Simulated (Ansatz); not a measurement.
The calculation used Ansatz, DFT PBE, scalar-relativistic, plane waves, PAW. All cells share a 420 eV cutoff and Γ-centred k meshes spaced at most about 0.3 Å⁻¹ (about 0.25 or finer for metals, 2π included). Collinear spin in cells that started with moments and kept them past the coarse steps, no spin elsewhere.

Each of these unrelaxed guesses is relaxed in cell and atoms within its symmetry. A guess keeps its type if space group and coordination stay and the shape of the cell changes little (axis ratios within about 15 %, angles within 6°); the volume may change.

1. HfNiS4 (collinear spin from parallel moments)

```cif
data_structure
_symmetry_space_group_name_H-M 'P4/mmm'
_symmetry_Int_Tables_number 123
_cell_length_a 4.0687
_cell_length_b 4.0687
_cell_length_c 6.0697
_cell_angle_alpha 90.000
_cell_angle_beta 90.000
_cell_angle_gamma 90.000
_cell_volume 100.48
loop_
_atom_site_label
_atom_site_type_symbol
_atom_site_symmetry_multiplicity
_atom_site_Wyckoff_symbol
_atom_site_fract_x
_atom_site_fract_y
_atom_site_fract_z
_atom_site_occupancy
Hf1 Hf 1 d 0.50000 0.50000 0.50000 1
Ni1 Ni 1 a 0.00000 0.00000 0.00000 1
S1 S 4 i 0.00000 0.50000 0.76448 1
```

2. La2LuN3

```cif
data_structure
_symmetry_space_group_name_H-M 'P4mm'
_symmetry_Int_Tables_number 99
_cell_length_a 4.4655
_cell_length_b 4.4655
_cell_length_c 7.2098
_cell_angle_alpha 90.000
_cell_angle_beta 90.000
_cell_angle_gamma 90.000
_cell_volume 143.77
loop_
_atom_site_label
_atom_site_type_symbol
_atom_site_symmetry_multiplicity
_atom_site_Wyckoff_symbol
_atom_site_fract_x
_atom_site_fract_y
_atom_site_fract_z
_atom_site_occupancy
La1 La 2 c 0.50000 0.00000 0.11434 1
Lu1 Lu 1 a 0.00000 0.00000 0.33395 1
N1 N 2 c 0.50000 0.00000 0.84295 1
N2 N 1 a 0.00000 0.00000 0.75169 1
```

3. BeAu2S2

```cif
data_structure
_symmetry_space_group_name_H-M 'Immm'
_symmetry_Int_Tables_number 71
_cell_length_a 4.0245
_cell_length_b 5.6953
_cell_length_c 8.4655
_cell_angle_alpha 90.000
_cell_angle_beta 90.000
_cell_angle_gamma 90.000
_cell_volume 194.03
loop_
_atom_site_label
_atom_site_type_symbol
_atom_site_symmetry_multiplicity
_atom_site_Wyckoff_symbol
_atom_site_fract_x
_atom_site_fract_y
_atom_site_fract_z
_atom_site_occupancy
Be1 Be 2 a 0.00000 0.00000 0.00000 1
S1 S 4 h 0.50000 0.71070 0.00000 1
Au1 Au 4 j 0.00000 0.50000 0.78887 1
```

Problem. Which guesses survive the relaxation?

Solution. Guess 1 keeps its type.

```tsv
guess	kept	start group	end group	V start (Å³/atom)	V end	b/a and c/a, end over start	nearest neighbours start	nearest neighbours end
1	yes	P4/mmm	P4/mmm	16.7	18.0	1.00, 0.97	Hf 8, Ni 8, S 5	Hf 8, Ni 8, S 5
2	no	P4mm	P4/mmm	24.0	21.0	-	La 1, Lu 5, N 1/4	La 4, Lu 6, N 4/6
3	no	Immm	Immm	19.4	22.7	1.03, 2.27	Au 10, Be 4, S 3	Au 6, Be 4, S 3
```

Neighbours count within 15 % of an atom's shortest distance; end groups are read at 0.02 Å (0.05 Å in metals).

Weakly bound directions are ill-defined at this level, which has no dispersion term (BeAu2S2 Immm). These runs have no spin–orbit coupling, which can matter for Au and Hf. No Hubbard U is applied to the 3d shell of Ni. Cells relaxed within their symmetry can be saddle points.

In counts of neighbours, a slash parts the counts of unlike sites.
